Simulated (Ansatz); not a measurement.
# LaTe from its elements: all-electron against pseudopotential results

```xyz
2
Lattice="0.0000 3.1724 3.1724 3.1724 0.0000 3.1724 3.1724 3.1724 0.0000" Properties=species:S:1:pos:R:3 pbc="T T T"
La    0.0000    0.0000    0.0000
Te    3.1724    3.1724    3.1724
```

The cell comes from a relaxation on PAW files under the same functional, begun from a database entry that needn't be the ground state.

Level of theory: DFT with LDA, scalar-relativistic, in Ansatz 0.2.0; a Γ-centred 11×11×11 k mesh, Fermi–Dirac smearing of 0.05 eV, no spin polarisation. LAPW: all electrons, basis error target 0.5 meV/atom; PAW: frozen-core files, cutoff 420 eV.

The elements are taken as La dhcp, Te trigonal Te, each relaxed on PAW files under the same functional and computed by the same method as the compound; zero-point and thermal terms are left out. LDA tends to overbind the layered or molecular reference states.

Spin–orbit coupling is left out, which matters for the heavy atoms. The PAW files were made under PBE.

**Question.** Give the formation energy by each method, with the residual pressure at this cell and the LAPW gap.

**Answer.** 

```
method  ΔE(formation) (eV/atom)  P at this cell (GPa)  gap (eV)
  LAPW                   -1.614                  0.03      0.00
   PAW                   -1.615                 -0.01         –
```

**Question.** Give the LAPW value for one formula unit in kJ/mol.

**Answer.** -1.614 eV/atom × 2 atoms × 96.485 kJ/(mol·eV) = -311.5 kJ/mol, at zero temperature and without zero-point motion.
